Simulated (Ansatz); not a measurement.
Nb2C:
```xyz
12
Lattice="10.9721 0.0000 0.0000 0.0000 3.0934 0.0000 0.0000 0.0000 4.9757" Properties=species:S:1:pos:R:3 pbc="T T T"
Nb     3.2542     2.3200     3.6564
Nb     7.7179     0.7733     1.3193
Nb     2.2318     0.7733     1.1686
Nb     8.7403     2.3200     3.8071
Nb     5.9900     0.7733     3.7514
Nb     4.9821     2.3200     1.2243
Nb    10.4681     2.3200     1.2636
Nb     0.5040     0.7733     3.7121
C      4.1217     0.7733     4.9276
C      6.8504     2.3200     0.0481
C      1.3644     2.3200     2.4397
C      9.6077     0.7733     2.5359
```

Relaxed with r²SCAN. Special points in fractions of this cell's reciprocal vectors: Γ (0.000, 0.000, 0.000); X (0.500, 0.000, 0.000); S (0.500, 0.500, 0.000); Y (0.000, 0.500, 0.000); Z (0.000, 0.000, 0.500); U (0.500, 0.000, 0.500); R (0.500, 0.500, 0.500); T (0.000, 0.500, 0.500).

Task: List the band energies nearest the Fermi level at these points for DFT-r²SCAN with spin–orbit coupling in the program Ansatz with PAW potentials.

Result: In eV from the Fermi level; about four levels below and three above (degenerate sets whole), none deeper than 8.9 eV; points with the same levels are listed once.

```json
[
 {"k": "Γ", "below": "-0.18 -0.18 -0.06 -0.06", "above": "0.50 0.50 0.61 0.61"},
 {"k": "X", "below": "-0.45 -0.45 -0.45 -0.45", "above": "0.02 0.02 0.02 0.02"},
 {"k": "S", "below": "-0.65 -0.65 -0.65 -0.65", "above": "2.74 2.74 2.74 2.74"},
 {"k": "Y", "below": "-0.51 -0.51 -0.51 -0.51", "above": "2.58 2.58 2.58 2.58"},
 {"k": "Z", "below": "-0.46 -0.46 -0.46 -0.46", "above": "0.56 0.56 0.56 0.56"},
 {"k": "U", "below": "-0.45 -0.45 -0.45 -0.45", "above": "0.52 0.52 0.52 0.52"},
 {"k": "R", "below": "-0.37 -0.37 -0.37 -0.37", "above": "1.00 1.00 1.00 1.00"},
 {"k": "T", "below": "-0.15 -0.15 -0.15 -0.15", "above": "0.72 0.72 0.72 0.72"}
]
```

Space group Pnma. The workflow started from a Materials Project entry (that database holds measured and hypothetical structures alike); the Crystallography Open Database copy checked does not list it. Its standing as an ambient phase is unchecked. The cell was relaxed with r²SCAN under the symmetry of its start; its stability against distortions is not shown here. The run is not spin-polarised.

Potentials: the later of the program's two PAW sets.
